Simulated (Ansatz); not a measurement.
The cell below belongs to a search over invented structures; it isn't taken from experiment.

Input and command of a plane-wave DFT calculation in Ansatz:

```yaml
crystal:
  lattice:
    - [1.2562703, 0.725308, 10.3050935]
    - [-1.2562703, 0.725308, 10.3050935]
    - [0.0, -1.450616, 10.3050935]
  atoms:
    - { symbol: Cu, position: [0.201005, 0.201005, 0.201005] }
    - { symbol: Cu, position: [0.798995, 0.798995, 0.798995] }
    - { symbol: Ni, position: [0.398404, 0.398404, 0.398404], spin: 0.48 }
    - { symbol: Ni, position: [0.0, 0.0, 0.0], spin: 0.76 }
    - { symbol: Ni, position: [0.601596, 0.601596, 0.601596], spin: 0.48 }
basis:
  ecutwfc: 420
kpoints:
  mp_grid: { grid: [18, 18, 18] }
hamiltonian:
  xc: pbe
scf:
  occupations: { method: gaussian, width: 0.1 }
output:
  forces: true
  stress: true
  eigenvalues: true
  populations: true
magnetization:
  spin_polarized: true
relax:
  adjacent_minimum: "off"
  f_tol: 0.01
  max_steps: 80
  cell: { stress_tol: 0.05 }
```

```bash
ansatz run input.yaml --threads 4 --pin off --max-ram 8192MiB --backend cpu --events-out ev --progress --plain --runs-dir out
```

Processor: Intel(R) Xeon(R) Platinum 8175M CPU @ 2.50GHz (Skylake/Cascade Lake), 4 threads, on a host shared with other jobs.

Q: Estimate time, memory and problem size.

A: About 4.2 min, peak memory 2.6 GiB. It solves 57 bands at 580 k points (after reduction by symmetry) with about 1109 plane waves (on the last cell), in 27 SCF iterations over 2 ionic steps.
